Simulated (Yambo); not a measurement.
**Optical response of K2NaScF6**

```
CELL_PARAMETERS angstrom
      0.00000     4.30485     4.30485
      4.30485     0.00000     4.30485
      4.30485     4.30485     0.00000
ATOMIC_POSITIONS crystal
  F  0.23583 0.23583 0.76417
  F  0.76417 0.76417 0.23583
  F  0.76417 0.23583 0.23583
  F  0.23583 0.76417 0.76417
  F  0.23583 0.76417 0.23583
  F  0.76417 0.23583 0.76417
  Na 0.50000 0.50000 0.50000
  K  0.25000 0.25000 0.25000
  K  0.75000 0.75000 0.75000
  Sc 0.00000 0.00000 0.00000
```

Yambo, RPA with local fields on LDA bands shifted by a G0W0 scissor of 4.04 eV; 4×4×4 mesh, 133 bands, 3 Ry local-field block, 0.2 eV broadening; field along x.

```tsv
E (eV)	Im ε	Re ε	Im ε, independent particles
0.0	0.00	1.81	0.00
0.5	0.00	1.81	0.00
1.0	0.00	1.81	0.00
1.5	0.00	1.82	0.00
2.0	0.00	1.82	0.00
2.5	0.00	1.83	0.00
3.0	0.00	1.84	0.00
3.5	0.00	1.85	0.01
4.0	0.01	1.86	0.01
4.5	0.01	1.87	0.01
5.0	0.01	1.89	0.01
5.5	0.01	1.91	0.01
6.0	0.01	1.93	0.01
6.5	0.01	1.96	0.01
7.0	0.01	1.99	0.02
7.5	0.02	2.03	0.02
8.0	0.02	2.07	0.03
8.5	0.03	2.13	0.03
9.0	0.03	2.20	0.04
9.5	0.04	2.29	0.06
10.0	0.07	2.43	0.10
10.5	0.13	2.64	0.21
11.0	0.30	2.95	0.58
11.5	1.07	3.00	2.46
12.0	1.32	2.50	1.34
12.5	1.33	2.30	1.22
13.0	0.99	2.24	1.11
13.5	1.61	2.53	2.10
14.0	1.89	1.84	2.12
14.5	2.26	1.73	2.34
15.0	1.78	0.82	1.57
15.5	1.28	0.75	1.06
16.0	1.10	0.85	0.94
16.5	0.89	0.77	0.84
17.0	0.71	0.93	0.72
17.5	0.70	0.97	0.70
18.0	0.56	1.06	0.54
18.5	0.51	1.15	0.51
19.0	0.58	1.24	0.60
19.5	0.58	1.30	0.62
20.0	0.59	1.36	0.64
```

Structure narrower than a few tenths of an eV can come from the finite k mesh. Convergence of the RPA response with its 4×4×4 mesh was not tested. The scissor comes from a G0W0 run whose convergence isn't established. No excitonic effects at this level.

Geometry of the Materials Project entry, not relaxed at this level.
